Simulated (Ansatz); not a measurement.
GdIn (Pm-3m); volume scaled by 0.7.

```
Gd In
1.0
     3.40067    0.00000    0.00000
     0.00000    3.40067    0.00000
     0.00000    0.00000    3.40067
Gd In
1 1
Cartesian
  0.0000 0.0000 0.0000
  1.7003 1.7003 1.7003
```

The reference geometry is a structure as deposited in COD; nothing is relaxed.

Functional, mesh and filling: LDA, 10×10×10 k mesh, Fermi–Dirac smearing of 0.03 eV. LAPW is all-electron LAPW in Ansatz 0.2.0. Site moments are integrated in spheres about the atoms. Start moments (μB): Gd1 7.

Iteration by iteration:

```json
{"iteration": "1", "Harris–Foulkes energy less the last (meV)": "-191.923", "density residual (eV)": "8.4e-02", "M (μB)": "7.0600", "∫|m| (μB)": "7.1135"}
{"iteration": "2", "Harris–Foulkes energy less the last (meV)": "-7.773", "density residual (eV)": "2.7e-02", "M (μB)": "7.0666", "∫|m| (μB)": "7.1242"}
{"iteration": "3", "Harris–Foulkes energy less the last (meV)": "16.115", "density residual (eV)": "9.6e-03", "M (μB)": "7.0674", "∫|m| (μB)": "7.1283"}
{"iteration": "4", "Harris–Foulkes energy less the last (meV)": "6.553", "density residual (eV)": "3.1e-03", "M (μB)": "7.0661", "∫|m| (μB)": "7.1298"}
{"iteration": "5", "Harris–Foulkes energy less the last (meV)": "4.400", "density residual (eV)": "1.2e-03", "M (μB)": "7.0642", "∫|m| (μB)": "7.1291"}
{"iteration": "6", "Harris–Foulkes energy less the last (meV)": "-0.092", "density residual (eV)": "1.0e-04", "M (μB)": "7.0588", "∫|m| (μB)": "7.1246"}
{"iteration": "7", "Harris–Foulkes energy less the last (meV)": "-0.002", "density residual (eV)": "7.9e-06", "M (μB)": "7.0579", "∫|m| (μB)": "7.1231"}
{"iteration": "8", "Harris–Foulkes energy less the last (meV)": "0.000", "density residual (eV)": "1.2e-06", "M (μB)": "7.0578", "∫|m| (μB)": "7.1229"}
{"iteration": "9", "Harris–Foulkes energy less the last (meV)": "0.000", "density residual (eV)": "1.3e-07", "M (μB)": "7.0575", "∫|m| (μB)": "7.1226"}
{"iteration": "10", "Harris–Foulkes energy less the last (meV)": "0.000", "density residual (eV)": "3.9e-08", "M (μB)": "7.0575", "∫|m| (μB)": "7.1226"}
{"iteration": "11", "Harris–Foulkes energy less the last (meV)": "0.000", "density residual (eV)": "3.8e-09", "M (μB)": "7.0576", "∫|m| (μB)": "7.1226"}
```

Site moments (μB): Gd1 7.00, In2 -0.02. Cell moment 7.06 μB.

Without U a semilocal functional puts the f levels too near the Fermi level, which can change moments and the order of magnetic states; site and cell moments are spin moments. Spin–orbit coupling is left out although heavy atoms are present. With open f shells a run can end in a state that isn't the lowest. The magnetic state is the one that this cell and start allow. It needn't be the compound's measured order, which may need a larger cell or be absent.
